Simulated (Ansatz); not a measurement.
SnSe2 in the CdI2-type structure: a single-point calculation in Ansatz 0.2.0 (HSE06). The cell was relaxed with r2SCAN+rVV10 and then strained (isotropic +3.0 % on every length), with the atoms relaxed again with r2SCAN+rVV10; k points keep the names of the unstrained zone.

```yaml
crystal:
  lattice:
    - [3.9399038097, 0.0, 0.0]
    - [-1.9699519049, 3.4120567877, 0.0]
    - [0.0, 0.0, 6.4138914363]
  atoms:
    - { symbol: Sn, position: [0.0, 0.0, 0.0] }
    - { symbol: Se, position: [0.3333333333, 0.6666666667, 0.240845611] }
    - { symbol: Se, position: [0.6666666667, 0.3333333333, 0.759154389] }
kpoints:
  mp_grid: { grid: [6, 6, 4] }
  band_path:
    path:
      - [0.0, 0.0, 0.0]
      - [0.5, 0.0, 0.0]
      - [0.3333333333, 0.3333333333, 0.0]
      - [0.0, 0.0, 0.5]
      - [0.5, 0.0, 0.5]
      - [0.3333333333, 0.3333333333, 0.5]
      - [-0.088542, 0.177083, 0.0]
      - [0.0, 0.466146, 0.325521]
    npoints: 1
hamiltonian:
  xc: hse06
scf:
  occupations: { method: fixed }
  n_extra_bands: 4
output:
  forces: true
  stress: true
  eigenvalues: true
  write_density: true
  write_potential: true
  elf: true
  volumetric_format: npy
```

Some lines of the output have been replaced by numbered gaps.
```
Pseudopotential: Sn, paw, valence charge 14, recommended cutoff 420 eV (normal)
Pseudopotential: Se, paw, valence charge 16, recommended cutoff 420 eV (normal)
Functional definition: HSE06
  parameter a = 0.25
  parameter omega = 0.11/bohr
  exchange = pbe_x - a*pbe_x_sr(omega) + a*exact_x_sr(omega)
  correlation = pbe_c
Crystal: 3 atoms, lattice volume = 86.223 Å³
Basis set: ecut = 420 eV, 1713 PW (Γ)
Bands: 27, of which v1, the nominal top of the filled ones, is band 23 counted from 1 (22 counted from 0)
Symmetry: 12 space group operations
Space group: P-3m1 (ITA 164)
[1]
[warm-up without exact exchange]
SCF 1 stopped early in 4 iterations: F = -16963.362191 eV  dr2 = 4.24e-6
[exact exchange on]
Exchange kernel: α = 0.2500, screened, ω = 0.2079 Å⁻¹, Wigner–Seitz truncation, v(0) = 1046.7239 eV·Å³, q-mesh 6×6×4
preconditioner: auto → none  [insulator: Δε(μ)=1.474 eV  ℏωp=16.0 eV]
SCF 2 stopped early in 7 iterations: F = -16970.451639 eV  dr2 = 9.92e-7
hybrid outer 1: dexx = +1.408e-2 eV, tail = 1.61e-4 eV
SCF 3 converged in 5 iterations: F = -16970.451838 eV  dr2 = 2.10e-10
hybrid outer 2: dexx = +1.105e-6 eV, tail = 4.69e-8 eV, Δε = 3.42e-3 eV, ΔF = 1.10e-2 eV/Å
SCF 4 converged in 2 iterations: F = -16970.451838 eV  dr2 = 1.46e-10
hybrid outer 3: dexx = +5.798e-10 eV, tail = 5.74e-10 eV, Δε = 4.20e-5 eV, ΔF = 2.63e-4 eV/Å
Free energy (F): -16970.451838 eV
Fermi energy:    5.960813 eV
--- Forces (eV/Å), atoms counted from 1 ---
[2]
--- Stress (GPa, compression-positive) ---
       -3.647761       0.000000       0.000000
        0.000000      -3.647761       0.000000
        0.000000       0.000000      -0.908841
  P = ⅓ Tr σ = -2.7348 GPa (-27.348 kbar)
```

Question: Give the withheld lines. They hold the forces, the count of irreducible k points.

Answer:
```
[1]
k-points: 24 of 144
[2]
  atom   1  Sn      0.00000      0.00000      0.00000
  atom   2  Se      0.00000      0.00000    -0.22624
  atom   3  Se      0.00000      0.00000      0.22624
```

HSE06 gives an indirect gap of 1.38 eV, from Γ–K (0.27 of the way from Γ) to k = (0, 0.466, 0.326); the least direct gap is 1.52 eV at Γ. The mean pressure at these positions is -2.7 GPa, compression counted positive. The stress of a hybrid is loosely converged here. The largest force is 0.23 eV/Å.

It took 55 s on 1 × NVIDIA H100 80GB HBM3 with 2 threads of AMD EPYC 7R13 Processor (Zen 3), with other jobs on the host; peak host memory 3.2 GiB.

Calculated for a static, non-magnetic cell.

Spin-orbit coupling is left out, which matters wherever the heavy atoms make up the band edges.

The meshes of the hybrids are coarse, so their gaps aren't converged to the digits shown.
